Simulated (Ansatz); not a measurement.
Problem. Al2Cu in space group I4/mcm (No. 140; Cu on 4a, Al on 8h) is relaxed with DFT-r²SCAN in the program Ansatz with PAW potentials. What lattice parameters of the conventional cell result?

Solution. a = 5.997 Å, c = 4.805 Å.

Problem. Give the free coordinates with the occupied sites.

Solution. In one choice of origin and axes:

```tsv
atom	site	symmetry	x	y	z
Cu	4a	422	0.0000	0.0000	0.2500
Al	8h	m.2m	0.1593	0.3407	0.0000
```

The cell was relaxed with r²SCAN under the symmetry of its start. The run is not spin-polarised. Axis ratios of metals converge slowly with the k-mesh, so a and c are less sure than the volume.

Potentials: the earlier of the program's two PAW sets.
